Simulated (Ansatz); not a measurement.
## GaN: from a starting cell to a relaxed one

The start is a relaxed GaN cell with every coordinate shifted by Gaussian noise of σ = 0.2 Å. The structure is fully relaxed (lattice and positions, P = 0) with PBEsol (plane waves to 420 eV, PAW, scalar-relativistic; Ansatz, a quantum-chemistry and plane-wave program). The first steps use a coarse 7×7×2 k-mesh.

Initial structure:
```
CELL_PARAMETERS angstrom
      3.18109     0.00000     0.00000
     -1.59055     2.75491     0.00000
      0.00000     0.00000    15.57260
ATOMIC_POSITIONS crystal
  Ga 0.95247 0.00930 0.98263
  Ga 0.92332 0.90979 0.48433
  Ga 0.54783 0.30289 0.82257
  Ga 0.38917 0.68305 0.35353
  Ga 0.69639 0.41733 0.14833
  Ga 0.37199 0.78288 0.65945
  N  0.07236 0.99845 0.88262
  N  0.90199 0.05558 0.36515
  N  0.63409 0.33792 0.72610
  N  0.35421 0.65489 0.19960
  N  0.86280 0.45574 0.00675
  N  0.24759 0.67823 0.53352
```

```json
{
  "initial_pressure": "+38.4 GPa (positive: the cell is compressed)",
  "energy_released": "1.29 eV/atom",
  "Shortest distances (start → end)": "The closest pairs of elements (up to four, under 3.6 Å), start → end: Ga–N 1.47 → 1.95 Å; N–N 2.45 → 3.18 Å; Ga–Ga 2.52 → 3.18 Å",
  "band_gap_at_the_end": "1.76 eV, direct at Γ (no spin-orbit coupling)",
  "optimiser_moves": "7"
}
```

Relaxed structure:

```cif
data_Ga6N6
_chemical_formula_sum 'Ga6 N6'
_space_group_name_H-M_alt 'P63mc'
_space_group_IT_number 186
_space_group_name_Hall 'P 6c -2c'
_cell_length_a 3.18103
_cell_length_b 3.18103
_cell_length_c 15.57324
_cell_angle_alpha 90.000
_cell_angle_beta 90.000
_cell_angle_gamma 120.000
loop_
_atom_site_label
_atom_site_type_symbol
_atom_site_symmetry_multiplicity
_atom_site_Wyckoff_symbol
_atom_site_fract_x
_atom_site_fract_y
_atom_site_fract_z
_atom_site_occupancy
Ga1 Ga 2 a 0.00000 0.00000 0.49285 1
Ga2 Ga 2 b 0.33333 0.66667 0.32638 1
Ga3 Ga 2 b 0.66667 0.33333 0.15967 1
N1 N 2 a 0.00000 0.00000 0.36774 1
N2 N 2 b 0.33333 0.66667 0.20118 1
N3 N 2 b 0.66667 0.33333 0.03448 1
```

Final values are on a 10×10×2 k-mesh of the relaxed cell. No spin polarisation in the result.

The first start was generated by placing the elements on the sites of a structure type. A measured structure of GaN has the same space group, P6₃mc (No. 186); the sites were not compared with it.
